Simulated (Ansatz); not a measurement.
Space group P6_3/mmc (No. 194). a = 3.557 Å, b = 3.557 Å, c = 15.205 Å, α = 90.00°, β = 90.00°, γ = 120.00°
```tsv
atom	site	symmetry	x	y	z
Te	4f	3m.	0.3333	0.6667	0.6311
Mo	2c	-6m2	0.3333	0.6667	0.2500
```

Equation of state of this Te2Mo structure (not necessarily the ground state), with shape and atoms relaxed at each volume where symmetry leaves them free. All numbers below come from DFT PBE, scalar-relativistic, plane waves, PAW in Ansatz.

Settings: cutoff 420 eV, Γ-centred mesh 12×12×2 on the computed 6-atom cell, Gaussian smearing of 0.02 eV; no spin polarisation.

| V (Å³/atom) | E − E(largest V) (meV/atom) | P (GPa) | gap on mesh (eV) |
| --- | --- | --- | --- |
| 26.102 | 3.17 | 0.83 | 0.88 |
| 26.935 | 0.30 | 0.30 | 0.94 |
| 27.768 | -0.54 | 0.01 | 1.00 |
| 28.601 | -0.44 | -0.02 | 1.04 |
| 29.434 | 0.00 | -0.06 | 1.05 |

Task: Fit a third-order Birch–Murnaghan equation to E(V).

Result: V0 = 27.98 Å³/atom, B0 = 5 GPa, B0' = 32.1. B0' is unusual or poorly fixed by this range. Weakly bound parts are held here without a dispersion correction, so V0, B0 and B0' are rough as values of the real crystal.

Spin-orbit coupling is left out, which matters for the bands of heavy elements. The cell holds layers, and where no dispersion correction was added their binding is poorly described.

The gaps are read on the mesh, which can miss the band edges, so they can be too wide.